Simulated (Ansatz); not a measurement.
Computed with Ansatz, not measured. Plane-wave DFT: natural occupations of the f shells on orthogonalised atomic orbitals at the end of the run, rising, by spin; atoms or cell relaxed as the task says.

```
cell
1.0
     4.1360   -7.1638    0.0000
     8.2720    0.0000    0.0000
     4.1360   -2.3879    6.7821
Eu S Sr
4 8 4
Direct
  0.5000 0.0000 0.0000
  0.0000 0.0000 0.0000
  0.5000 0.5000 0.0000
  0.0000 0.5000 0.0000
  0.7531 0.2531 0.2407
  0.2531 0.2531 0.2407
  0.7531 0.7531 0.2407
  0.2531 0.7531 0.2407
  0.2469 0.7469 0.7593
  0.7469 0.7469 0.7593
  0.2469 0.2469 0.7593
  0.7469 0.2469 0.7593
  0.0000 0.5000 0.5000
  0.5000 0.5000 0.5000
  0.0000 0.0000 0.5000
  0.5000 0.0000 0.5000
```

Starting moments (μB): Eu number 1 7.35, Eu number 2 7.35, Eu number 3 7.35, Eu number 4 7.35; others 0.

cell charge: 0 e
spin: collinear
scf start: atoms
lower state search: off
functional: PBEsol
wave cutoff: 420 eV
k mesh: 3, 3, 3
k shift: 0, 0, 0 mesh steps
gaussian smearing: 0.05 eV
task: single point

Results:

| shell atom | shell element | shell spin | shell occupation 1 (e) | shell occupation 2 (e) | shell occupation 3 (e) | shell occupation 4 (e) | shell occupation 5 (e) | shell occupation 6 (e) | shell occupation 7 (e) |
| --- | --- | --- | --- | --- | --- | --- | --- | --- | --- |
| 1 | Eu | up | 0.95 | 0.95 | 0.97 | 0.97 | 0.98 | 0.99 | 0.99 |
| 1 | Eu | down | 0 | 0 | 0 | 0 | 0.01 | 0.01 | 0.01 |
| 2 | Eu | up | 0.95 | 0.95 | 0.97 | 0.97 | 0.98 | 0.99 | 0.99 |
| 2 | Eu | down | 0 | 0 | 0 | 0 | 0.01 | 0.01 | 0.01 |
| 3 | Eu | up | 0.95 | 0.95 | 0.97 | 0.97 | 0.98 | 0.99 | 0.99 |
| 3 | Eu | down | 0 | 0 | 0 | 0 | 0.01 | 0.01 | 0.01 |
| 4 | Eu | up | 0.95 | 0.95 | 0.97 | 0.97 | 0.98 | 0.99 | 0.99 |
| 4 | Eu | down | 0 | 0 | 0 | 0 | 0.01 | 0.01 | 0.01 |

Caveats: 4f shell without a U, which puts 4f levels too near the Fermi level; occupations loosely converged; open f or d shells may hold a state above the lowest.
